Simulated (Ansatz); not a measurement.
TiTe2 in space group P4_2/mnm (No. 136; Ti on 2a, Te on 4f) at seven volumes, the program Ansatz at the PBEsol level (PAW), shape and atoms relaxed at each. One row is withheld.

```
V (Å³/atom)  P (GPa)
-----------  -------
24.714          6.89
25.529             ?
26.344          1.85
27.159          0.00
27.973         -1.61
28.788         -2.93
29.603         -4.08
```

**Question.** Fit the shown pressures and predict the withheld one.

**Answer.** Third-order Birch–Murnaghan: P = (3/2)B₀(x^(7/2) − x^(5/2))[1 + (3/4)(B′ − 4)(x − 1)] with x = (V₀/V)^(2/3). Least squares on the six rows gives V₀ = 27.149 Å³/atom, B₀ = 58.08 GPa, B′ = 4.93. At V = 25.529, x = 1.0419 and P = 4.16 GPa. The run itself gave 4.16 GPa.

The cell is a constructed one: a structure type filled with these elements; neither database checked (COD, Materials Project) lists it. COD files the formula under space group No. 164. Whether it is the stable phase at ambient conditions was not checked. The PBEsol relaxation kept the symmetry of its start; its stability against distortions is not shown here. The run is not spin-polarised. Scalar-relativistic: spin–orbit coupling is off unless named, which matters more the heavier the elements.

Potentials: the later of the program's two PAW sets.
